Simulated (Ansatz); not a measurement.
C: computed property card

C in space group Fmmm (No. 69; C on 8h), a = 2.4563 Å, b = 4.2526 Å, c = 7.1522 Å, α = β = γ = 90.00°; the cell used has 2 atoms.

Space group Fmmm (No. 69); conventional cell a = 2.4563 Å, b = 4.2526 Å, c = 7.1522 Å, α = β = γ = 90.00°.

Method: r²SCAN (plane waves, PAW; program Ansatz). Geometry: relaxed at this level of theory. Other levels are named where they apply.

### Cell and energy

```
Item                  Value
---------------  ----------
Volume per atom     9.34 Å³
Density          2.14 g/cm³
```

### Electronic structure

```
Item                                                                                                        Value
------------------------------------  ---------------------------------------------------------------------------
Electronic character                  no gap, with almost no states at the Fermi level (zero-gap or semimetallic)
Density of states at the Fermi level                                 0.00 states/eV per atom (mean over ±0.08 eV)
```

The workflow started from a Materials Project entry (that database holds measured and hypothetical structures alike); the Crystallography Open Database files this formula in space group No. 69, but the cells were not matched. It is not the phase usual at ambient conditions (space group No. 194, 227). The cell keeps a stress of up to 0.2 GPa. The cell was relaxed with r²SCAN under the symmetry of its start; its stability against distortions is not shown here. A crystal of weakly bound layers computed without a dispersion correction: the cell and the soft elastic constants depend strongly on that.

Potentials: the later of the program's two PAW sets.
